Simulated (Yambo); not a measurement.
RbNH₂ (space group P2_1/m, No. 11), G0W0@PBEsol in Yambo with this input:

```
rim_cut
gw0
dyson
el_el_corr
HF_and_locXC
ppa
em1d
RandQpts= 1000000
RandGvec= 1 Ry
EXXRLvcs= 84 Ry
VXCRLvcs= 336 Ry
Chimod= "HARTREE"
% BndsRnXp
 1 | 169 |
%
NGsBlkXp= 7 Ry
% LongDrXp
 1.0 | 1.0 | 1.0 |
%
PPAPntXp= 27.2114 eV
% GbndRnge
 1 | 169 |
%
GTermKind= "BG"
DysSolver= "n"
ExtendOut
```

On a 2×4×2 mesh, with wavefunctions cut at 84 Ry, the gap ((0, 0, -0.5) → Γ) is 4.098 eV and the valence edge shifts by -1.307 eV.

What happens with this change: no terminator?

The gap falls by 0.085 eV, to 4.013 eV; the shift of the valence edge becomes -1.144 eV. Neither run is shown to be the converged limit.

Geometry of the Materials Project entry, not relaxed at this level; primitive cell a = 4.8411 Å, b = 3.9473 Å, c = 6.4122 Å, α = 90.00°, β = 98.92°, γ = 90.00°.

The structure is a Materials Project entry; no match was found in the copy of COD used, and its stability was not checked.

A shift is the quasiparticle energy of the state minus its PBEsol energy.
